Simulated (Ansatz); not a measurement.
Ga₂Cu in space group P4/mmm (No. 123; Ga on 2h, Cu on 1a) under volume change, plane-wave PAW LDA (Ansatz code), shape and atoms relaxed at each volume.

```
V (Å³/atom)  E − E(relaxed) (meV/atom)  P (GPa)
-----------  -------------------------  -------
13.179                            45.9    12.41
13.613                            19.1     7.49
14.048                             4.5     3.40
14.482                             0.0     0.00
14.917                             4.0    -2.83
15.351                            14.9    -5.19
15.786                            31.7    -7.12
```

Q: What does a third-order Birch–Murnaghan fit give for V₀, B₀ and B′?

A: V₀ = 14.48 Å³/atom, B₀ = 103 GPa, B′ = 5.1.

The first step of the workflow began from a Materials Project structure, measured or hypothetical; the Crystallography Open Database files this formula in space group No. 123, but the cells were not matched. Whether it is the stable phase at ambient conditions was not checked. Symmetry was held in the LDA relaxation; of distortions, only those at the zone centre were tested. No spin polarisation was allowed.

Potentials: the later of the program's two PAW sets.
